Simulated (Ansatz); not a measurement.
**Step by step: La, relaxation of cell and atoms**

Level of theory: DFT, PBE, PAW with Ansatz's default frozen-core files, scalar-relativistic (Ansatz 0.2.0).

Command: `ansatz run input.yaml --threads 1 --pin off --max-ram 2048MiB --backend cpu --events-out ev --progress --plain --runs-dir out` The run took about 47 s on 1 thread of a shared machine.

```yaml
crystal:
  lattice:
    - [3.4513664195, 0.0, 0.0]
    - [-1.7256832097, 2.988970997, 0.0]
    - [0.0, 0.0, 5.5912135996]
  atoms:
    - { symbol: La, position: [0.3333333333, 0.6666666667, 0.25] }
    - { symbol: La, position: [0.6666666667, 0.3333333333, 0.75] }
kpoints:
  mp_grid: { grid: [12, 12, 7] }
scf:
  occupations: { method: fermi_dirac, width: 0.05 }
hamiltonian:
  xc: pbe
  pseudopotentials: { kind: paw }
output:
  forces: true
  stress: true
  write_density: true
  write_potential: true
  elf: true
  volumetric_format: npy
relax:
  f_tol: 0.005
  max_steps: 80
  cell: {}
```

No spin–orbit coupling, which matters for the heavy atoms here.

The cell is built from the hcp type as a first guess.

The cutoff is 420 eV; energies and pressures of the walk include the program's estimate of the Pulay term.

Each frame lists the cell vectors (Å), then Cartesian positions (Å); symmetry keeps all forces zero. Free energies count from the first step, -12499.7245 eV.

The walk took 9 evaluations in all; steps that aren't listed are left out.

Step 1: E = 0.0 meV, P = 9.08 GPa

```
cell 3.4514 0.0000 0.0000 -1.7257 2.9890 0.0000 0.0000 0.0000 5.5912
La    0.0000    1.9926    1.3978
La    1.7257    0.9963    4.1934
```

Step 2:

```
cell 3.5912 0.0000 0.0000 -1.7956 3.1101 0.0000 0.0000 0.0000 5.8643
La    0.0000    2.0734    1.4661
La    1.7956    1.0367    4.3982
```

Step 3: E = -421.0 meV, P = 0.54 GPa

```
cell 3.7383 0.0000 0.0000 -1.8691 3.2374 0.0000 0.0000 0.0000 6.0722
La    0.0000    2.1583    1.5180
La    1.8691    1.0791    4.5541
```

Step 4: E = -423.7 meV, P = -0.01 GPa

```
cell 3.7692 0.0000 0.0000 -1.8846 3.2642 0.0000 0.0000 0.0000 6.0912
La    0.0000    2.1761    1.5228
La    1.8846    1.0881    4.5684
```

Step 5: E = -423.8 meV, P = -0.01 GPa

```
cell 3.7725 0.0000 0.0000 -1.8862 3.2671 0.0000 0.0000 0.0000 6.0828
La    0.0000    2.1780    1.5207
La    1.8862    1.0890    4.5621
```

Step 6: E = -423.8 meV, P = 0.00 GPa

```
cell 3.7757 0.0000 0.0000 -1.8879 3.2699 0.0000 0.0000 0.0000 6.0707
La    0.0000    2.1799    1.5177
La    1.8879    1.0900    4.5530
```

Step 7: E = -428.4 meV, P = 0.14 GPa (the cell of the step before, solved again on a basis chosen afresh, hence the jump)

Problem. Give the energy, pressure of step 2.

Solution. E = -311.2 meV, P = 4.03 GPa
```
La    0.0000    2.0734    1.4661
La    1.7956    1.0367    4.3982
```

Problem. How does the relaxation end?

Solution. It converges, with a = 3.783 Å, b = 3.783 Å, c = 6.076 Å, α = 90.00°, β = 90.00°, γ = 120.00° (conventional cell, space group P6_3/mmc). The last solve (on a basis chosen afresh for the final cell, so its energy is not quite comparable) gives E = -428.6 meV, P = 0.02 GPa:
```
cell 3.7831 0.0000 0.0000 -1.8915 3.2762 0.0000 0.0000 0.0000 6.0761
La    0.0000    2.1841    1.5190
La    1.8915    1.0921    4.5571
```
